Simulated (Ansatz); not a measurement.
The relaxed structure here is a generated cell of B6As: the first start was made by placing the elements on the sites of a structure type, and the end was not matched to a known phase here, so it may be hypothetical.

One starting cell of B6As (a generated cell, B6As built in the AFLOW prototype A6B_cP7_221_f_a (D2_1, as in CaB6)) was relaxed twice with Ansatz (plane waves, PAW, scalar-relativistic): with PBEsol at 420 eV and with PBE at 420 eV. The PBEsol result:

```xyz
7
Lattice="4.1337 0.0000 0.0000 0.0000 4.1337 0.0000 0.0000 0.0000 4.1337" Properties=species:S:1:pos:R:3 pbc="T T T"
As     0.0000     0.0000     0.0000
B      0.8235     2.0668     2.0668
B      3.3102     2.0668     2.0668
B      2.0668     2.0668     0.8235
B      2.0668     2.0668     3.3102
B      2.0668     0.8235     2.0668
B      2.0668     3.3102     2.0668
```

```json
[
 {"quantity": "space group", "PBEsol": "Pm-3m", "PBE": "Pm-3m"},
 {"quantity": "volume (Å³/atom)", "PBEsol": "10.09", "PBE": "…"},
 {"quantity": "a (Å)", "PBEsol": "4.134", "PBE": "…"},
 {"quantity": "gap (eV, no spin-orbit coupling)", "PBEsol": "0.00", "PBE": "…"}
]
```

### Question
What does PBE give for the same quantities?

### Answer

- volume (Å³/atom), PBE: 10.27
- a (Å), PBE: 4.158
- gap (eV, no spin-orbit coupling), PBE: 0.00

Both levels end in the same structure; PBE's volume is 1.7 % larger. Neither column is exact.

No spin polarisation in the result. The relaxed primitive cell holds an odd number of electrons. A magnetic state may lie lower.

The run could not lose the symmetry of its start, so the end can be a saddle point.

Ansatz is an electronic-structure program.
